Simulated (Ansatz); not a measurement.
## LiMg (Cmmm): electronic heat capacity and spin susceptibility from the density of states

All numbers below come from DFT r2SCAN, scalar-relativistic, plane waves, PAW in Ansatz.

Settings: cutoff 500 eV, Γ-centred mesh 8×12×12 on the computed 6-atom cell, Gaussian smearing of 0.10 eV; no spin polarisation.

Relaxed cell: Cmmm, a = 3.457 Å, b = 14.532 Å, c = 4.865 Å, α = 90.00°, β = 90.00°, γ = 90.00°, 6 atoms in the primitive cell. Whether it is the stable form of this composition wasn't checked.

The density of states at the Fermi level is 2.438 states/eV in the cell of 6 atoms (3 formula units; both spins, tetrahedra on a 12×18×18 mesh).

Problem. What Sommerfeld coefficient and Pauli susceptibility does this give?

Solution. Per formula unit N(E_F) = 0.813 states/eV. γ = (π²/3) k_B² N(E_F) N_A = 2.357 mJ/(mol K²) per state/eV, so γ = 1.9 mJ/(mol K²), a mole of formula units. χ_P = μ_B² N(E_F) N_A = 3.23×10⁻⁵ emu/mol per state/eV gives 2.6×10⁻⁵ emu/mol. This is the bare band result: a measured γ of the same phase is as a rule larger by a factor 1 + λ from phonons and spin fluctuations, the spin part of χ is larger by the Stoner factor, and a measured χ also holds orbital and core terms. N(E_F) at one energy is sensitive to the mesh where the density of states has sharp peaks.

Cost: 1 run of about 5.1 core-minutes, on Arm Neoverse V2 (shared hosts).